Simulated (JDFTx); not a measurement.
Input for JDFTx (a modified build) (C3H7NO (SMILES CN(C)C=O), charge 0, multiplicity 1; bohr and hartree).

```
lattice \
  22.2042819644 0.0000000000 0.0000000000 \
  0.0000000000 21.2594189020 0.0000000000 \
  0.0000000000 0.0000000000 17.9523981839
coords-type Cartesian
ion C -2.4779605680 -1.3329503478 -0.0014716080 0
ion N 0.0404793798 -0.3148341965 -0.0034841497 0
ion C 2.0860017750 -2.1188423300 -0.0015850905 0
ion C 0.5356816246 2.1737789716 -0.0012033801 0
ion O 2.6173124190 3.1102814151 0.0008262296 0
ion H -3.8531722858 0.1960563327 -0.0267703586 0
ion H -2.7725390684 -2.5245102842 -1.6640269672 0
ion H -2.7890019692 -2.4830383442 1.6878001570 0
ion H 3.8531722858 -1.0668278224 0.0115193346 0
ion H 1.9858164794 -3.3218051118 1.6722486931 0
ion H 2.0032258372 -3.3062529048 -1.6878001570 0
ion H -1.2117339997 3.3218051118 -0.0038661080 0
ion-species pseudo/c_pbe_v1.2.upf
ion-species pseudo/n_pbe_v1.2.upf
ion-species pseudo/o_pbe_v1.2.upf
ion-species pseudo/h_pbe_v1.4.upf
elec-cutoff 12 60
elec-ex-corr gga-PBE
symmetries none
coulomb-interaction Isolated
coulomb-truncation-embed 0 0 0
elec-n-bands 15
electronic-minimize nIterations 150 energyDiffThreshold 1e-7
dump-name s0.$VAR
dump End State Ecomponents EigStats BandEigs Forces ElecDensity IonicPositions
```

The main set-up lines of the log and the final energy components:

```
unit cell volume = 8474.43
Chosen fftbox size, S = [  80  80  64  ]
unit cell volume = 8474.43
Chosen fftbox size, S = [  72  70  56  ]
  'C' pseudopotential, 'SLA  PW   PBE  PBE' functional
  4 valence electrons, 2 orbitals, 4 projectors, 721 radial grid points, with lMax = 1
  'N' pseudopotential, 'SLA  PW   PBE  PBE' functional
  5 valence electrons, 2 orbitals, 4 projectors, 729 radial grid points, with lMax = 1
  'O' pseudopotential, 'SLA  PW   PBE  PBE' functional
  6 valence electrons, 2 orbitals, 5 projectors, 737 radial grid points, with lMax = 2
  'H' pseudopotential, 'SLA  PW   PBX  PBC' functional
  1 valence electrons, 1 orbitals, 2 projectors, 615 radial grid points, with lMax = 0
Initialized 4 species with 12 total atoms.
Folded 1 k-points by 1x1x1 to 1 k-points.
nElectrons:  30.000000   nBands: 15   nStates: 1
average nbasis = 16817.000 , ideal nbasis = 16825.829
unit cell volume = 67795.5
Chosen fftbox size, S = [  160  160  128  ]
[...]
# Energy components:
   Eewald =      102.6071025076725931
       EH =      139.3996850470897755
     Eloc =     -307.3949349411651042
      Enl =        5.7045914269599560
      Exc =      -14.2989151782314856
 Exc_core =        0.2547300223971639
       KE =       26.4639272957420708
-------------------------------------
     Etot =      -47.2638138195350450


	eMin: -0.959465 at state 0 ( [ +0.000000 +0.000000 +0.000000 ] spin 0 )
	HOMO: -0.214383 at state 0 ( [ +0.000000 +0.000000 +0.000000 ] spin 0 )
```

The run took 15 electronic cycles; the highest occupied level lies at -5.83 eV from the vacuum level.
